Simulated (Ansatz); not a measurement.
Ta2O5:
```
CELL_PARAMETERS angstrom
      3.24350     0.00000     0.00000
      0.00000     3.75699     0.00000
      0.00000     0.00000    37.00000
ATOMIC_POSITIONS crystal
  O  0.68016 0.50000 0.57453
  Ta 0.21701 0.50000 0.54636
  Ta 0.78299 0.50000 0.45364
  O  0.11295 0.00000 0.54050
  O  0.88705 0.00000 0.45950
  O  0.31984 0.50000 0.42547
  O  0.50000 0.50000 0.50000
```
Free-standing layer in the xy plane with vacuum along z and no interaction between images.

Relaxed with r²SCAN+D4. r²SCAN+D4 in the plane-wave PAW code Ansatz gives a gap of 3.17 eV.

Q: What gap does HSE06 give on the same cell (Ansatz, PAW)?

A: 4.19 eV, 1.01 eV more. The hybrid was solved on a coarser mesh and at special points; its gap is the smallest among all of these.

```tsv
k	v1 r²SCAN+D4	c1 r²SCAN+D4	v1 HSE06	c1 HSE06
Γ	-0.74	3.76	…	…
X	-0.79	3.17	-0.81	4.19
S	0.00	4.11	…	…
Y	0.00	4.62	…	…
```

Q: Top valence (v1) and lowest conduction level (c1) in eV from each method's valence maximum (which need not be a listed point): supply the withheld HSE06 values.

A: 
- S, v1 HSE06: -0.01
- S, c1 HSE06: 5.24
- Y, v1 HSE06: 0.00
- Y, c1 HSE06: 5.69
- Γ, v1 HSE06: -0.74
- Γ, c1 HSE06: 4.83

Cost on shared cores: the r²SCAN+D4 run (SCF on a 10×10×1 mesh, then bands and DOS) around 3 core-minutes (rough), the HSE06 run (SCF on 6×6×1, then a few points) about 14 core-minutes (a rough figure); the tasks are unlike.

Space group P2/m. The layer was cut from a bulk entry of the Materials Project (measured or hypothetical); whether that bulk phase is the ambient one, and whether the layer has been isolated, was not checked. The cell was relaxed with r²SCAN+D4 under the symmetry of its start; its stability against distortions is not shown here. The run is not spin-polarised. Spin–orbit coupling is left out wherever it is not named.

Potentials: the later of the program's two PAW sets.
